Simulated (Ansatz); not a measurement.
Mg₂Ge:
```
Mg2Ge
1.0
    0.00000     3.19026     3.19026
    3.19026     0.00000     3.19026
    3.19026     3.19026     0.00000
Ge Mg
1 2
Direct
  0.00000   0.00000   0.00000
  0.25000   0.25000   0.25000
  0.75000   0.75000   0.75000
```

Relaxed with HSE06.

Task: Give the Bader charges and basin volumes of the independent atoms, the program Ansatz at the HSE06 level (PAW).

Result: 

| atom | Bader charge (e) | Bader volume (Å³) |
|---|---|---|
| Ge1 | -3.06 | 50.0 |
| Mg2 | +1.53 | 7.5 |

Space group Fm-3m (anti-fluorite). The HSE06 relaxation kept the symmetry of its start.

Potentials: the later of the program's two PAW sets.
